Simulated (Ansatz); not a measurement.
Consider the following.

Y2N:
Space group P-3m1 (No. 164); a = 3.5108 Å, b = 3.5108 Å, c = 5.9753 Å, α = 90.00°, β = 90.00°, γ = 120.00°

```
atom  site  symmetry       x       y       z
----  ----  --------  ------  ------  ------
N       1a      -3m.  0.0000  0.0000  0.0000
Y       2d       3m.  0.3333  0.6667  0.2223
```

This is the PBE-relaxed structure.

All from plane-wave PAW PBE (Ansatz code), unless another level is named. Predict the electronic character.

metallic (no gap).

Predict the density of states at the Fermi level.

1.2 states/eV per atom (mean over ±0.08 eV).

Give the formation energy from the elements (no fitted shifts).

-1.04 eV/atom.

A made-up cell: these elements were put on the sites of a structure type; neither database checked (COD, Materials Project) lists it. Its standing as an ambient phase is unchecked. The PBE relaxation kept the symmetry of its start; its stability against distortions is not shown here. No spin polarisation was allowed. With an odd number of electrons in the cell and no spin polarisation, the count alone makes it a metal. The references are the lowest solids computed at this level, not always the standard phases (solids in place of the gases). Spin–orbit coupling is left out wherever it is not named.

Potentials: the earlier of the program's two PAW sets.
